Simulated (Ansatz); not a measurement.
# Zn started on a La site and La started on a Ga site, 3.35 Å apart on the ideal sites in cubic perovskite LaGaO3, 40 atoms, charge 0

The calculation used DFT, PBEsol, PAW, plane waves (Ansatz).

Command:

```sh
ansatz run in.yaml --threads 8 --pin off --max-ram 13300MiB --runs-dir r --events-out ev --progress --plain
```

The input less its lattice and atoms (starting moments on atoms near the defect: 1 μB in all):

```yaml
crystal:
  symmetry: { detect: false }
kpoints:
  mp_grid: { grid: [1, 1, 1], shift: [0.25, 0.25, 0.25] }
hamiltonian:
  xc: pbesol
magnetization:
  spin_polarized: true
scf:
  occupations: { method: fermi_dirac, width: 0.01 }
relax:
  f_tol: 0.03
  max_steps: 80
  escape_saddle: false
  adjacent_minimum: "off"
output:
  forces: true
  eigenvalues: true
  populations: true
```

Start:

```xyz
40
Lattice="7.7293 0.0000 0.0000 0.0000 7.7293 0.0000 0.0000 0.0000 7.7293" Properties=species:S:1:pos:R:3 pbc="T T T"
La    7.7291    0.0329    0.0125
La    0.0168    0.0122    3.8626
La    7.7107    3.8637    0.0048
La    7.7107    3.8686    3.8774
La    3.8884    0.0100    7.7287
La    3.8768    7.7065    3.8748
La    3.8640    3.8950    0.0482
La    1.9109    1.9471    1.9342
Zn    3.8317    3.8829    3.8983
Ga    1.9230    1.9114    5.7686
Ga    1.9728    5.7789    1.9149
Ga    1.9721    5.8005    5.7722
Ga    5.8107    1.9151    1.9107
Ga    5.7877    1.9385    5.7919
Ga    5.7778    5.8300    1.9281
Ga    5.8048    5.8219    5.7688
O     1.9554    1.9582    0.0548
O     1.9239    1.9852    3.8742
O     1.9749    5.8242    7.7194
O     1.9373    5.7962    3.8706
O     5.8161    1.9287    7.7282
O     5.7661    1.9142    3.8510
O     5.8191    5.7758    7.7133
O     5.8036    5.7843    3.8598
O     7.7017    1.9343    1.9135
O     7.7129    1.9218    5.7912
O     0.0112    5.8529    1.9199
O     7.7293    5.8052    5.8241
O     3.8495    1.9612    1.9307
O     3.8332    1.9025    5.8264
O     3.8871    5.8025    1.9088
O     3.8423    5.7944    5.7886
O     1.9560    0.0111    1.9129
O     1.9048    0.0404    5.8091
O     1.9071    3.8641    1.9309
O     1.9498    3.8642    5.7819
O     5.8065    0.0150    1.9120
O     5.7752    7.7276    5.8037
O     5.8291    3.8453    1.9544
O     5.8233    3.8217    5.7583
```

Steps:

| step | energy less the first (eV) | largest force component (eV/Å) |
| --- | --- | --- |
| start | 0.000 | 8.691 |
| 1 | -4.208 | 2.707 |
| 2 | -5.562 | 1.108 |
| 3 | -6.220 | 1.094 |
| 4 | -7.090 | 0.953 |
| 5 | -8.232 | 1.120 |
| 6 | -9.540 | 1.349 |
| 7 | -10.454 | 1.242 |
| 8 | -11.020 | 0.593 |
| 9 | -11.079 | 0.990 |
| 10 | -11.154 | 0.394 |
| 11 | -11.274 | 0.126 |
| 12 | -11.301 | 0.175 |
| 13 | -11.330 | 0.115 |
| 14 | -11.357 | 0.177 |
| 15 | -11.366 | 0.212 |
| 16 | -11.376 | 0.051 |
| 17 | -11.377 | 0.015 |

A structure on the way, about -11.08 eV from the start:

```
La Zn Ga O
1.0
     7.72931    0.00000    0.00000
     0.00000    7.72931    0.00000
     0.00000    0.00000    7.72931
La Zn Ga O
8 1 7 24
Direct
  0.00411 0.00444 0.00442
  0.00005 0.00125 0.49179
  0.00264 0.50977 0.00424
  0.98229 0.51494 0.49994
  0.49977 0.00060 0.99052
  0.52333 0.97894 0.50543
  0.51243 0.51551 0.98670
  0.29878 0.27501 0.28970
  0.48008 0.58123 0.55227
  0.24966 0.25209 0.76262
  0.25834 0.74471 0.25960
  0.24333 0.75190 0.75524
  0.76691 0.25165 0.24665
  0.73387 0.25813 0.72860
  0.74848 0.74312 0.25225
  0.75390 0.75405 0.74829
  0.24251 0.21058 0.99854
  0.16978 0.27664 0.53848
  0.26718 0.78380 0.00376
  0.25452 0.70046 0.51199
  0.77803 0.29032 0.97251
  0.74362 0.20795 0.48788
  0.74133 0.71899 0.99365
  0.76695 0.78514 0.50175
  0.99999 0.19373 0.24399
  0.98022 0.30025 0.76348
  0.00061 0.80483 0.24714
  0.99585 0.70656 0.75669
  0.54776 0.27233 0.15596
  0.49240 0.19682 0.73920
  0.50484 0.66772 0.28564
  0.50221 0.78716 0.74390
  0.30947 0.98014 0.29303
  0.20527 0.99436 0.72317
  0.18360 0.51902 0.22570
  0.28784 0.50118 0.79180
  0.70098 0.98614 0.21866
  0.78293 0.00241 0.77500
  0.81187 0.49954 0.25583
  0.67985 0.50494 0.68723
```

End:

```
La Zn Ga O
1.0
     7.72931    0.00000    0.00000
     0.00000    7.72931    0.00000
     0.00000    0.00000    7.72931
La Zn Ga O
8 1 7 24
Direct
  0.01162 0.00274 0.99107
  0.00322 0.99343 0.48740
  0.99292 0.50979 0.00384
  0.96999 0.50963 0.52533
  0.50866 0.00930 0.98909
  0.53266 0.98782 0.50153
  0.49845 0.51186 0.98947
  0.28276 0.27719 0.29645
  0.50180 0.59041 0.53193
  0.24888 0.25144 0.76057
  0.25962 0.74746 0.25543
  0.24628 0.74802 0.75077
  0.76737 0.25263 0.24859
  0.73277 0.25518 0.73459
  0.75369 0.74379 0.24925
  0.74806 0.75587 0.75402
  0.25817 0.19827 0.99517
  0.15033 0.27126 0.54426
  0.28246 0.80437 0.00050
  0.24076 0.67239 0.50297
  0.75337 0.29175 0.98243
  0.76636 0.20869 0.49356
  0.72547 0.71745 0.99767
  0.77444 0.78309 0.50316
  0.00043 0.19805 0.22820
  0.97666 0.29023 0.78647
  0.00541 0.79405 0.23243
  0.99220 0.71680 0.76951
  0.53893 0.27542 0.18631
  0.48929 0.20670 0.72217
  0.51225 0.68187 0.29351
  0.49794 0.78155 0.72698
  0.29945 0.98008 0.31128
  0.20649 0.98966 0.71255
  0.22831 0.52327 0.17223
  0.26655 0.50082 0.80127
  0.70929 0.98952 0.22335
  0.77063 0.00247 0.78009
  0.81788 0.50007 0.26747
  0.68576 0.50392 0.69043
```

Self-consistency was reached.

Time: 73 s of wall time on a shared host.

Problem. How much energy did the relaxation gain, and which atom moved most?

Solution. 11.38 eV in 17 steps, from a start with small random displacements (the gain also holds any tilting of the ideal host); atom 18 (O) moved 0.84 Å, the median atom 0.33 Å (drift of the whole cell removed).

The moment started at 1 μB and ended at 1.0 μB; no other spin state is shown. The one k point has no symmetry partners, which can distort the end along one axis.
